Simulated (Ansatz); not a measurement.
Relaxed AlNi (CsCl type):

```
AlNi
1.0
    2.89304     0.00000     0.00000
    0.00000     2.89304     0.00000
    0.00000     0.00000     2.89304
Al Ni
1 1
Direct
  0.00000   0.00000   0.00000
  0.50000   0.50000   0.50000
```

Scan: atom 2 (Ni, nearest neighbour Al at 2.505 Å; its periodic images, 2.9 Å or more away, move with it) is displaced along Cartesian [111], direction (0.577, 0.577, 0.577) in Cartesian axes, by s. The other atoms stay.

These are PBE (plane waves to 420 eV, PAW, scalar-relativistic; Ansatz, a quantum-chemistry and plane-wave program) values and carry that method's errors. k mesh 13×13×13 (Γ-centred), Fermi-Dirac smearing 0.05 eV. With partly filled bands, energies and forces of such displacements shift with the k mesh and the smearing. F∥ is the force on the atom along that direction. AlNi is run without spin polarisation. AlNi was relaxed with its symmetry unable to fall. 

```json
[
 {"s (Å)": "-0.250", "F∥ (eV/Å)": "1.626"},
 {"s (Å)": "-0.200", "F∥ (eV/Å)": "1.239"},
 {"s (Å)": "-0.150", "F∥ (eV/Å)": "0.893"},
 {"s (Å)": "-0.100", "F∥ (eV/Å)": "0.579"},
 {"s (Å)": "-0.050", "F∥ (eV/Å)": "0.285"},
 {"s (Å)": "0.000", "F∥ (eV/Å)": "0.000"},
 {"s (Å)": "0.050", "F∥ (eV/Å)": "-0.285"},
 {"s (Å)": "0.100", "F∥ (eV/Å)": "-0.579"},
 {"s (Å)": "0.150", "F∥ (eV/Å)": "-0.893"},
 {"s (Å)": "0.200", "F∥ (eV/Å)": "-1.239"},
 {"s (Å)": "0.250", "F∥ (eV/Å)": "-1.626"}
]
```

Problem. What is the force constant k = d²E/ds² of this move at s = 0?

Solution. 5.66 eV/Å². The forces along the line at the two nearest points give (0.285 − (-0.285)) / (2·0.050) = 5.70 eV/Å²; the next pair corrects for the finite step.

Problem. With two atoms in the cell this is the zone-centre optical mode. What wavenumber follows?

Solution. 289 cm⁻¹. Reduced mass μ = 18.48 u; ν̃ = 521.5·√(k/μ) with k = 5.66 eV/Å².

(A displaced cell: forces are minus the slopes of the energy, force constants its curvatures, and phonons follow from these.)
